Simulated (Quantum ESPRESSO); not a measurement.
# Kohn-Sham bands of CsCaH3 (cubic perovskite)

```
CELL_PARAMETERS angstrom
      4.62119     0.00000     0.00000
      0.00000     4.62119     0.00000
      0.00000     0.00000     4.62119
ATOMIC_POSITIONS crystal
  Cs 0.00000 0.00000 0.00000
  Ca 0.50000 0.50000 0.50000
  H  0.50000 0.00000 0.50000
  H  0.00000 0.50000 0.50000
  H  0.50000 0.50000 0.00000
```

Cell from Materials Project (mp-644203), symmetrised, no further relaxation. Not found in the COD (Crystallography Open Database) copy used; not checked further. Computed values, not measurements, from PBEsol: Quantum ESPRESSO (norm-conserving PseudoDojo potentials, cutoff 58 Ry, no spin polarisation, no spin-orbit coupling) on a Γ-centred 8×8×8 mesh, then Wannier90. Density: 8×8×8 mesh, cold smearing 0.01 Ry. Spin-orbit coupling is left out although heavy elements are present.

Energies are relative to the valence-band maximum; weights are on the orthonormalised atomic waves of the pseudopotential files, averaged over the group. 22 electrons a cell are treated as valence.

**Question.** Into which isolated groups do the bands fall, where do they lie and what are they made of?

**Answer.** 
```
bands  from (eV)  to (eV)  filling           weight on atomic waves
-----  ---------  -------  -------  -------------------------------
1         -38.82   -38.81   filled                       Ca 3s 98 %
2–5       -20.14   -19.89   filled           Ca 3p 74 %, Cs 5s 24 %
6–8        -7.37    -6.75   filled                       Cs 5p 97 %
9–11       -2.75     0.00   filled  H 1s 79 %, Ca 4s 7 %, Cs 6s 5 %
```

The Kohn-Sham gap over both meshes and the path is 2.95 eV.
